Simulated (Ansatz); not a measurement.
Given:

CaGa:
```cif
data_Ca4Ga4
_chemical_formula_sum 'Ca4 Ga4'
_space_group_name_H-M_alt 'Cmcm'
_space_group_IT_number 63
_space_group_name_Hall '-C 2c 2'
_cell_length_a 4.04597
_cell_length_b 11.51406
_cell_length_c 4.39322
_cell_angle_alpha 90.000
_cell_angle_beta 90.000
_cell_angle_gamma 90.000
loop_
_atom_site_label
_atom_site_type_symbol
_atom_site_symmetry_multiplicity
_atom_site_Wyckoff_symbol
_atom_site_fract_x
_atom_site_fract_y
_atom_site_fract_z
_atom_site_occupancy
Ca1 Ca 4 c 0.00000 0.35408 0.25000 1
Ga1 Ga 4 c 0.00000 0.06741 0.25000 1
```
(The calculation used a cell of 4 atoms; values per cell refer to that cell.)

This is the r²SCAN-relaxed structure.

Problem. All from the program Ansatz at the r²SCAN level (PAW), unless another level is named. Predict the density of states at the Fermi level.

Solution. 0.41 states/eV per atom (mean over ±0.08 eV).

Problem. And the formation energy from the elements (no fitted shifts)?

Solution. -0.54 eV/atom.

The first step of the workflow began from a Materials Project structure, measured or hypothetical; the Crystallography Open Database copy checked does not list it. Whether it is the stable phase at ambient conditions was not checked. Symmetry was held in the r²SCAN relaxation; whether a distortion lowers the energy is not shown. The references are the lowest solids computed at this level, not always the standard phases. Spin–orbit coupling is left out wherever it is not named.

Potentials: the later of the program's two PAW sets.
